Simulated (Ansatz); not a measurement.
Tl:
```
Tl
1.0
    3.25122     0.00000     0.00000
    0.00000     3.25122     0.00000
    0.00000     0.00000     3.25122
Tl
1
Direct
  0.00000   0.00000   0.00000
```

Relaxed with PBE. Special points in fractions of this cell's reciprocal vectors: Γ (0.000, 0.000, 0.000); X (0.000, 0.500, 0.000); M (0.500, 0.500, 0.000); R (0.500, 0.500, 0.500).

List the band energies nearest the Fermi level at these points for DFT-PBE with spin–orbit coupling in the program Ansatz with PAW potentials.

In eV from the Fermi level; about four levels below and three above (degenerate sets whole), none deeper than 8.9 eV; points with the same levels are listed once.

| k | below | above |
|---|---|---|
| Γ | – | 5.10 5.10 7.12 7.12 7.12 7.12 |
| X | -6.20 -6.20 -2.70 -2.70 | 7.98 7.98 9.87 9.87 |
| M | -3.62 -3.62 -0.90 -0.90 | 0.15 0.15 4.68 4.68 |
| R | -0.98 -0.98 | 0.62 0.62 2.55 2.55 2.55 2.55 |

Space group Pm-3m (simple cubic). A made-up cell: these elements were put on the sites of a structure type; neither database checked (COD, Materials Project) lists it. It is not the phase usual at ambient conditions (space group No. 194). The PBE relaxation kept the symmetry of its start. At this level the phase is mechanically unstable.

Potentials: the later of the program's two PAW sets.
